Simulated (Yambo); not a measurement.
G0W0@PBEsol for AgI (space group P4/nmm, No. 129) in Yambo. Reference settings: 2×2×2 Γ-centred k mesh, bands 17 to 292 and a 6 Ry block in the screening, 292 bands in G with the Bruneval-Gonze terminator, plasmon pole fitted at 27.2 eV. The PBEsol gap Γ → Γ on this mesh is 0.83 eV; G0W0 gaps are taken between the same points.

With and without the terminator, as bands are cut:

```
bands in G (in W)  gap, terminator (eV)  gap, none (eV)  valence shift, terminator (eV)  valence shift, none (eV)
-----------------  --------------------  --------------  ------------------------------  ------------------------
124 (292)                         1.694           1.583                          -0.387                     0.113
196 (292)                         1.684           1.601                          -0.465                    -0.188
292 (292)                         1.678           1.614                          -0.483                    -0.321
```

Over this range the gap spans 0.016 eV with the terminator and 0.031 eV without, the valence shift 0.096 eV and 0.434 eV. Neither column has reached its limit for certain.

Spin-orbit coupling is included.

Geometry relaxed with PBE+D3(BJ); primitive cell a = 4.3924 Å, b = 4.3924 Å, c = 6.2191 Å, α = 90.00°, β = 90.00°, γ = 90.00°.

This is not the ordinary phase of the substance; no match was found in the copy of COD used, and its stability was not checked.

A shift is the quasiparticle energy of the state minus its PBEsol energy.
